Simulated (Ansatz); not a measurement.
# Single point on SiB2

Cell: generated SiB2 in a cell of bent three-atom units, strained and with atoms displaced.

Level of theory: PBE (LAPW, all electrons, scalar-relativistic, point nuclei; Ansatz). Coarse mesh: 2×2×2 (shift 0.5, 0.5, 0.5 mesh steps), σ = 0.15 eV (Fermi–Dirac). For a metal, stress, forces and moments on so few k-points can be far from the converged ones. Spin-restricted. Loosely bonded atoms or small units may carry spin, which this run forbids. Atoms are numbered as listed.

```
Si B
1.0
     3.68918   -0.09589    0.01063
    -0.09589    3.87594    0.06645
     0.01063    0.06645    3.87181
Si B
1 2
Direct
  0.65209 0.94500 0.83534
  0.92290 0.21261 0.10738
  0.92528 0.67915 0.58283
```

Forces in eV/Å:
```
Si1  -4.464 -0.159 -0.462
B2    2.060  3.593  3.463
B3    2.404 -3.434 -3.000
```

Stress tensor (GPa, compression positive):
```
 3.23 -1.55 -0.07
-1.55 -7.53  7.34
-0.07  7.34 -7.64
```

* All-electron E − TS, for this scheme: -9237.546 eV
* Pressure: -3.98 GPa
* Largest force: 5.398 eV/Å

Q: Repeat with r2SCAN by all-electron PAW datasets generated for the cell without frozen cores, scalar-relativistic, point nucleus.

A: Beside PBE, the pressure falls by 0.60 GPa to -4.58 GPa, and the forces move by 0.033 eV/Å (r.m.s. over the atoms).

```json
{"atom": "Si1", "Fx (eV/Å)": "-4.465", "Fy (eV/Å)": "-0.171", "Fz (eV/Å)": "-0.485"}
{"atom": "B2", "Fx (eV/Å)": "2.049", "Fy (eV/Å)": "3.624", "Fz (eV/Å)": "3.454"}
{"atom": "B3", "Fx (eV/Å)": "2.416", "Fy (eV/Å)": "-3.452", "Fz (eV/Å)": "-2.970"}
```

Q: Repeat with LDA (PW92) by all-electron full-potential LAPW, scalar-relativistic, point nucleus.

A: Against PBE, the pressure decreases by 3.02 GPa to -7.00 GPa, and the forces move by 0.274 eV/Å (r.m.s. over the atoms).

Forces in eV/Å:
```
Si1  -4.163 -0.157 -0.445
B2    1.913  3.439  3.307
B3    2.250 -3.282 -2.862
```
